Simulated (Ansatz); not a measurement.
## AlH4NF4 — quadrupolar parameters

The cell is a refined structure from the COD whose atoms were relaxed with PBE, the cell held.

```cif
data_AlH4NF4
_symmetry_space_group_name_H-M 'P4_2/mbc'
_symmetry_Int_Tables_number 135
_cell_length_a 5.0564
_cell_length_b 5.0564
_cell_length_c 12.7113
_cell_angle_alpha 90.000
_cell_angle_beta 90.000
_cell_angle_gamma 90.000
loop_
_atom_site_label
_atom_site_type_symbol
_atom_site_symmetry_multiplicity
_atom_site_Wyckoff_symbol
_atom_site_fract_x
_atom_site_fract_y
_atom_site_fract_z
Al Al 4 c 0.0000 0.5000 0.0000
H H 16 i 0.0013 0.8317 0.2034
N N 4 b 0.0000 0.0000 0.2500
F25 F 8 f 0.0000 0.5000 0.1408
F33 F 8 h 0.3046 0.3042 0.0000
```

One atom of each set is listed.

All values are calculated (Ansatz; DFT, PBE, plane waves and PAW, scalar-relativistic, 420 eV cutoff, Γ-centred 4×4×2 k-points, Fermi–Dirac smearing 0.02 eV), not measured.

Conventions: |V_zz| ≥ |V_yy| ≥ |V_xx|, η = (V_xx − V_yy)/V_zz, C_Q = eQV_zz/h.

27Al: I = 5/2, Q = 146.6 mb; H-2: I = 1, Q = 2.858 mb; ¹⁴N: I = 1, Q = 20.44 mb. Nuclear quadrupole moments: year-2017 set (Pyykkö).

```csv
site,atoms,first shell,V_zz (10²¹ V/m²),η,C_Q (MHz)
Al,4,6 F at 1.79–1.83 Å,-1.97,0.04,-6.97
H,16,1 N at 1.04 Å; also 1 F at 1.86 Å,2.75,0.02,0.190
N,4,4 H at 1.04 Å,-0.031,0.00,-0.015
F25,8,1 Al at 1.79 Å; also 4 H at 1.86–2.59 Å,5.79,0.71,–
F33,8,"2 Al at 1.83 Å, angle 155°",11.57,0.08,–
```

An axis of threefold or higher order runs through N, so V_zz lies along it and η is zero. At H V_zz points along its bond to N (within 1°). At F25 V_zz points along its bond to Al (within 1°). At F33 V_zz runs parallel to the line that joins its two neighbours (within 1°).

F has no stable isotope with a ground-state quadrupole moment in the table, so no C_Q is given.

The lattice is static: at room temperature ammonium may turn and average the couplings of its hydrogen.
